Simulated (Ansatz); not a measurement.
# Vibrational response of SnF

These are results of Ansatz 0.2.0, DFT PBE, scalar-relativistic, plane waves, PAW, not measurements. Settings: 420 eV plane-wave cutoff, Γ-centred 18×18×12 mesh, Fermi-Dirac smearing of 0.15 eV. No spin polarisation. Phonons by linear response, acoustic sum rule imposed.

Equilibrium structure at this level:
```
Sn F
1.0
     3.11120    0.00000    0.00000
     0.00000    3.11120    0.00000
     0.00000    0.00000    4.44309
Sn F
1 1
Direct
  0.00000 0.00000 0.00000
  0.00000 0.00000 0.50000
```

It was reached by relaxing an invented guess, and it needn't be the stable form of this composition. In a metal, frequencies depend on the k mesh and the smearing, soft modes most. Spin–orbit coupling is left out, which matters for heavy elements.

(1) Is this structure stable against zone-centre distortions?

(2) List the optical modes at Γ (i marks imaginary ones).

Results:

(1) Yes, at Γ: no optical mode is imaginary. Strains and other wave vectors aren't tested by this run.

(2)
```
frequency (cm⁻¹)  degeneracy
              47           2
             212           1
```
